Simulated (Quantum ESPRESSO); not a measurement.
**Kohn-Sham bands of Mo2N (anti-anatase)**

```xyz
6
Lattice="4.2556 0.0000 0.0000 0.0000 4.2556 0.0000 -2.1278 -2.1278 3.9751" Properties=species:S:1:pos:R:3 pbc="T T T"
Mo     2.1278     0.0000    -0.1037
Mo     0.0000     0.0000     1.8839
Mo     0.0000     0.0000    -1.8839
Mo     0.0000    -2.1278     0.1037
N     -2.1278     0.0000     1.9875
N      2.1278     2.1278     0.0000
```

Structure: Materials Project mp-27953, symmetrised, not relaxed again. COD (Crystallography Open Database) has an entry of this formula and space group (matched by these alone). Computed values, not measurements, from PBEsol: Quantum ESPRESSO (norm-conserving PseudoDojo potentials, cutoff 68 Ry, spinors with spin-orbit coupling) on a Γ-centred 4×4×4 mesh, then Wannier90. Density: 8×8×8 mesh, cold smearing 0.01 Ry.

List the Kohn-Sham levels between −8 and 3.0 eV relative to the Fermi level at the high-symmetry points, as a band run of pw.x on that density gives them (levels within 2 meV counted together).


```tsv
point	k (reciprocal lattice)	levels (eV)
Γ	0.000 0.000 0.000	-6.96 (×2), -6.02 (×2), -5.92 (×2), -5.57 (×2), -5.47 (×2), -5.39 (×2), -5.26 (×2), -5.23 (×2), -4.56 (×2), -2.23 (×2), -2.15 (×2), -1.37 (×2), -0.99 (×2), -0.92 (×2), -0.59 (×2), -0.47 (×2), -0.42 (×2), 0.33 (×2), 1.71 (×2), 2.27 (×2), 2.49 (×2), 2.68 (×2), 2.77 (×2), 2.90 (×2)
X	0.500 0.500 -0.500	-6.95 (×4), -3.00 (×4), -2.96 (×4), -1.89 (×4), -1.76 (×4), 0.06 (×4), 1.47 (×4), 1.64 (×4), 2.79 (×4)
P	0.500 0.500 -0.250	-7.03 (×2), -7.02 (×2), -3.39 (×2), -3.38 (×2), -2.95 (×2), -2.90 (×2), -1.43 (×2), -1.36 (×2), -1.31 (×4), 0.68 (×2), 0.72 (×2), 0.97 (×2), 1.06 (×2), 1.66 (×2), 1.67 (×2), 1.79 (×2), 1.81 (×2)
N	0.500 0.000 0.000	-7.84 (×2), -7.04 (×2), -6.69 (×2), -6.63 (×2), -5.48 (×2), -3.71 (×2), -3.59 (×2), -3.17 (×2), -2.83 (×2), -2.43 (×2), -2.21 (×2), -1.91 (×2), -0.66 (×2), -0.33 (×2), -0.03 (×2), 0.25 (×2), 1.05 (×2), 1.18 (×2), 1.53 (×2), 1.53 (×2), 1.66 (×2), 2.78 (×2)
M	0.000 0.000 0.500	-6.56 (×4), -5.80 (×4), -5.02 (×4), -4.94 (×4), -4.00 (×4), -3.68 (×4), -0.17 (×4), 0.11 (×4), 0.55 (×4), 1.68 (×4), 2.43 (×4)
S	0.357 0.000 0.322	-7.97 (×2), -7.10 (×2), -6.89 (×2), -6.49 (×2), -6.38 (×2), -5.19 (×2), -4.37 (×2), -4.28 (×2), -3.89 (×2), -3.22 (×2), -2.58 (×2), -2.04 (×2), -1.39 (×2), -1.25 (×2), -0.36 (×2), -0.23 (×2), 0.98 (×2), 1.18 (×2), 1.24 (×2), 1.68 (×2), 1.95 (×2), 2.11 (×2), 2.86 (×2)
S_0	0.643 0.000 -0.322	-7.97 (×2), -7.10 (×2), -6.89 (×2), -6.49 (×2), -6.38 (×2), -5.19 (×2), -4.37 (×2), -4.28 (×2), -3.89 (×2), -3.22 (×2), -2.58 (×2), -2.04 (×2), -1.39 (×2), -1.25 (×2), -0.36 (×2), -0.23 (×2), 0.98 (×2), 1.18 (×2), 1.24 (×2), 1.68 (×2), 1.95 (×2), 2.11 (×2), 2.86 (×2)
R	0.643 0.357 -0.500	-7.49 (×2), -7.47 (×2), -6.79 (×2), -6.76 (×2), -3.49 (×2), -3.49 (×2), -2.71 (×2), -2.70 (×2), -2.52 (×2), -2.50 (×2), -1.82 (×2), -1.79 (×2), 0.45 (×2), 0.46 (×2), 1.01 (×2), 1.06 (×2), 1.71 (×2), 1.74 (×2), 2.33 (×2), 2.34 (×2)
G	0.357 0.357 0.143	-7.49 (×2), -7.47 (×2), -6.79 (×2), -6.76 (×2), -3.49 (×2), -3.49 (×2), -2.71 (×2), -2.70 (×2), -2.52 (×2), -2.50 (×2), -1.82 (×2), -1.79 (×2), 0.45 (×2), 0.46 (×2), 1.01 (×2), 1.06 (×2), 1.71 (×2), 1.74 (×2), 2.33 (×2), 2.34 (×2)
```
